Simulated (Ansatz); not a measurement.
YbB2Ru3: what a change of scf.initial_density.chi_scale does

All numbers are calculated (PBEsol, no spin polarisation, no spin-orbit coupling; Ansatz, PAW set soft_2, 420 eV, k-mesh 4×4×4 shifted by half a step), not measured. These are the settings of the reference run.

Cell:

```
cell
1.0
    -2.7298    4.7281   -2.9625
     5.4596    0.0000   -2.9625
    -2.7298   -4.7281   -2.9625
Yb B Ru
3 6 9
Direct
  0.3333 0.3333 0.3333
  0.0000 0.0000 0.0000
  0.6667 0.6667 0.6667
  0.0000 0.6667 0.3333
  0.6667 0.3333 0.0000
  0.3333 0.0000 0.6667
  0.6667 0.0000 0.3333
  0.3333 0.6667 0.0000
  0.0000 0.3333 0.6667
  0.0000 0.5000 0.0000
  0.6667 0.1667 0.6667
  0.3333 0.8333 0.3333
  0.6667 0.6667 0.1667
  0.3333 0.3333 0.8333
  0.0000 0.0000 0.5000
  0.8333 0.3333 0.3333
  0.5000 0.0000 0.0000
  0.1667 0.6667 0.6667
```

The reference run of this cell is solved again as a single point with these keys changed:

| key | reference run | changed run |
| --- | --- | --- |
| scf.initial_density.chi_scale | not typed | 0.1 |

Problem. Does this change matter?

Solution. 

```
                                    quantity  reference run  changed run
energy, changed less reference (meV an atom)              0          0.0
                              pressure (GPa)           -0.1         -0.1
                        largest force (eV/Å)           0.00         0.00
                        gap on the mesh (eV)           0.00         0.00
```

The results hardly move, so this setting matters little here, or the typed value is the one that the program takes anyway. It took 14 iterations.

Caveats: the reference run: 4f shell without a U, which puts 4f levels too near the Fermi level; a single point, atoms not relaxed again.
